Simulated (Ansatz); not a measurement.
LaB6:
```
LaB6
1.0
    4.15260     0.00000     0.00000
    0.00000     4.15260     0.00000
    0.00000     0.00000     4.15260
La B
1 6
Cartesian
  0.00000   0.00000   0.00000
  0.83063   2.07630   2.07630
  2.07630   0.83063   2.07630
  3.32197   2.07630   2.07630
  2.07630   3.32197   2.07630
  2.07630   2.07630   0.83063
  2.07630   2.07630   3.32197
```

Relaxed with r²SCAN. Special points in fractions of this cell's reciprocal vectors: Γ (0.000, 0.000, 0.000); X (0.000, 0.500, 0.000); M (0.500, 0.500, 0.000); R (0.500, 0.500, 0.500).

Problem. List the band energies nearest the Fermi level at these points for plane-wave PAW r²SCAN (Ansatz code).

Solution. In eV from the Fermi level; about four levels below and three above (degenerate sets whole), none deeper than 8.9 eV; points with the same levels are listed once.

```
k                                below                above
-  -----------------------------------  -------------------
Γ        -7.56 -7.56 -2.05 -2.05 -2.05       0.19 0.19 0.19
X        -3.77 -3.77 -3.46 -2.58 -1.65       1.58 1.60 1.60
M              -4.78 -4.78 -3.14 -3.14       1.10 1.10 2.09
R  -5.10 -5.10 -5.10 -2.61 -2.61 -2.61  1.56 1.89 1.89 1.89
```

Space group Pm-3m. The cell was relaxed with r²SCAN under the symmetry of its start; of distortions, only those at the zone centre were tested. Scalar-relativistic: spin–orbit coupling is off unless named, which matters more the heavier the elements.

Potentials: the later of the program's two PAW sets.
